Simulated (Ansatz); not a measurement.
# BiTe: moving Bi off its site

BiTe, Fm-3m, a = 6.470 Å (as given, not relaxed at this level: 0.0 GPa). The structure is a COD entry; whether it is the stable form wasn't checked. Ansatz: r2SCAN, PAW, 500 eV, Γ-centred 14×14×14 mesh on 2 atoms, Gaussian smearing 0.15 eV; no spin polarisation.

```yaml
crystal:
  lattice:
    - [0.00000, 3.23500, 3.23500]
    - [3.23500, 0.00000, 3.23500]
    - [3.23500, 3.23500, 0.00000]
  atoms:
    - { symbol: Bi, position: [0.00000, 0.00000, 0.00000] }
    - { symbol: Te, position: [0.50000, 0.50000, 0.50000] }
```

Atom 1 (Bi) moves by x along the unit vector (1.000, 0.000, 0.000), with its periodic images; all else is held. y is the free energy of the cell over the start, F the force along the path summed over the moved atoms. Symmetry makes y even in x.

| x (Å) | y (meV) | F (eV/Å) |
| --- | --- | --- |
| -0.200 | 51.63 | 0.53 |
| -0.100 | 12.64 | 0.25 |
| 0.000 | 0.00 | 0.00 |
| 0.025 | ? | ? |
| 0.050 | 3.14 | -0.13 |
| 0.075 | 7.09 | -0.19 |
| 0.125 | 19.84 | -0.32 |
| 0.150 | 28.72 | -0.39 |
| 0.175 | 39.31 | -0.46 |

**Question.** Fit y = c2 x² + c4 x⁴ to the energies of the other rows, give the force constant, and predict energy and force of the missing row.

**Answer.** Least squares on the rows shown. y = 1256.8 x² + 855.53 x⁴. The force constant is 2 c2 = 2.51 eV/Å² (for all images moving together, not for a lone atom). With two atoms in a cubic cell this is the optical mode at Γ (in a metal it hangs on mesh and smearing): ω = 521.5 √(2 c2/μ) = 93 cm⁻¹ for μ = 79.23 u. The force −dy/dx at the missing row is -0.06 eV/Å (computed -0.06). At x = 0.025 the fit asked for gives 0.79 meV. The run gave 0.78 meV, so the fit is 0.01 meV too high, within the rms miss on the fitted rows (0.01 meV).

Spin–orbit coupling is left out, which can shift energies with elements as heavy as these.